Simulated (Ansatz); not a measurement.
## Ta₂SiN: computed property card

Ta2SiN:
```xyz
8
Lattice="3.1922 0.0000 0.0000 -1.5961 2.7645 0.0000 0.0000 0.0000 12.0801" Properties=species:S:1:pos:R:3 pbc="T T T"
Si     0.0000     1.8430     9.0600
Si     1.5961     0.9215     3.0200
Ta     0.0000     1.8430     1.1462
Ta     1.5961     0.9215     7.1862
Ta     1.5961     0.9215    10.9339
Ta     0.0000     1.8430     4.8938
N      0.0000     0.0000     0.0000
N      0.0000     0.0000     6.0400
```

Space group P6_3/mmc (No. 194); conventional cell a = b = 3.1922 Å, c = 12.0801 Å, α = β = 90.00°, γ = 120.00°.

Method: DFT-PBEsol in the program Ansatz with PAW potentials. Structure relaxed to zero pressure with the same functional. Other levels are named where they apply.

### Cell and energy

```json
{
  "volume_per_atom": "13.33 Å³",
  "density": "12.59 g/cm³",
  "Formation energy from the elements (no fitted shifts)": "-0.71 eV/atom"
}
```

### Electronic structure

```json
{
 "electronic_character": "metallic (no gap)",
 "Density of states at the Fermi level": "0.36 states/eV per atom (mean over ±0.08 eV)"
}
```

### Mechanics

```json
{
 "Elastic constants (relaxed ions, GPa)": "C11 = 292, C12 = 199, C13 = 214, C33 = 362, C44 = 185",
 "mechanical_stability": "stable (all eigenvalues of C positive)",
 "hill_bulk_and_shear_moduli": "242 and 87.7 GPa",
 "Young's modulus": "235 GPa",
 "Poisson's ratio": "0.34",
 "debye_temperature_from_the_elastic_constants": "372 K"
}
```

The start of the workflow was typed in or built on a structure type; neither database checked (COD, Materials Project) lists it. Whether it is the stable phase at ambient conditions was not checked. The cell was relaxed with PBEsol under the symmetry of its start; whether a distortion lowers the energy is not shown. No spin polarisation was allowed. As this level gives no gap, shear constants depend on the k-mesh and smearing (Fermi–Dirac, 0.1 eV here). On the denser mesh and wider smearing of the elastic run this cell carries a stress of 0.4 GPa. The references are the lowest solids computed at this level, not always the standard phases (solids in place of the gases). Scalar-relativistic: spin–orbit coupling is off unless named, which matters more the heavier the elements.

Potentials: the earlier of the program's two PAW sets. The files were generated under PBE; for other functionals the program regenerates the frozen cores, and for LDA and PBEsol the local potential too.
